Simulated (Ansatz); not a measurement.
Be₃N₂:
```xyz
10
Lattice="2.8364 0.0000 0.0000 -1.4182 2.4564 0.0000 0.0000 0.0000 9.7272" Properties=species:S:1:pos:R:3 pbc="T T T"
Be     0.0000     1.6376     0.7609
Be     1.4182     0.8188     8.9663
Be     1.4182     0.8188     5.6245
Be     0.0000     1.6376     4.1027
Be     0.0000     0.0000     2.4318
Be     0.0000     0.0000     7.2954
N      0.0000     0.0000     0.0000
N      0.0000     0.0000     4.8636
N      0.0000     1.6376     2.4318
N      1.4182     0.8188     7.2954
```

Relaxed with r²SCAN. Special points in fractions of this cell's reciprocal vectors: Γ (0.000, 0.000, 0.000); M (0.500, 0.000, 0.000); K (0.333, 0.333, 0.000); A (0.000, 0.000, 0.500); L (0.500, 0.000, 0.500); H (0.333, 0.333, 0.500).

Q: List the band energies nearest the valence-band maximum at these points for DFT-r²SCAN in the program Ansatz with PAW potentials.

A: In eV from the valence-band maximum; about four levels below and three above (degenerate sets whole), none deeper than 8.9 eV; points with the same levels are listed once.

```json
[
 {"k": "Γ", "below": "-0.50 -0.50 -0.38 0.00 0.00", "above": "6.92 7.93 8.56"},
 {"k": "M", "below": "-2.27 -2.06 -1.47 -1.43", "above": "4.01 5.84 8.16"},
 {"k": "K", "below": "-3.40 -3.15 -3.15 -0.60", "above": "6.11 7.05 7.05"},
 {"k": "A", "below": "-0.19 -0.19 -0.19 -0.19", "above": "7.60 7.60 8.91 8.91"},
 {"k": "L", "below": "-2.06 -2.06 -1.77 -1.77", "above": "5.18 5.18 7.80 7.80"},
 {"k": "H", "below": "-3.07 -3.07 -1.67 -1.67", "above": "6.79 6.79 7.56 7.56"}
]
```

Space group P6_3/mmc. The workflow started from a Materials Project entry (that database holds measured and hypothetical structures alike); the Crystallography Open Database copy checked does not list it. COD files the formula under space group No. 206. Its standing as an ambient phase is unchecked. Symmetry was held in the r²SCAN relaxation; its stability against distortions is not shown here.

Potentials: the later of the program's two PAW sets.
